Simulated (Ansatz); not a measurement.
A generated cell, not matched to a known phase here, of TlAu₂: Fd-3m, origin choice 1 (No. 227), cF24, cubic Laves (MgCu2 type); a = b = c = 7.9039 Å, α = β = γ = 90.00°; Tl 8b (0.500, 0.500, 0.500); Au 16c (0.125, 0.125, 0.125). All values below come from PBEsol (plane waves to 420 eV, PAW, scalar-relativistic; Ansatz, a quantum-chemistry and plane-wave program). Element references, the lowest calculated here: Au (Fm-3m), Tl (P6₃/mmc).

Total energies (eV/atom, σ → 0; comparable only within this code, potentials and settings):

```csv
phase,E (eV/atom)
TlAu2 (Fd-3m),-12436.597
Au (Fm-3m),-13007.100
Tl (P6₃/mmc),-11295.677
```

### Question
What is the formation energy of this Fd-3m form of TlAu2 from the elements?

### Answer
E_f = -12436.597 − [1 × (-11295.677) + 2 × (-13007.100)] / 3 = 0.03 eV/atom (0.1 eV per formula unit).

A lower structure of this composition may exist.

Static energies, no anion corrections, no zero-point energy. Values are rounded to 0.01 eV/atom. Not shown to be the ambient phase of their composition (a lower form may be missing, and a cell relaxed within its start's symmetry can be a saddle point): TlAu2 (Fd-3m). Spin-orbit coupling is missing from these energies, which matters for elements this heavy. The compounds carry no spin polarisation.
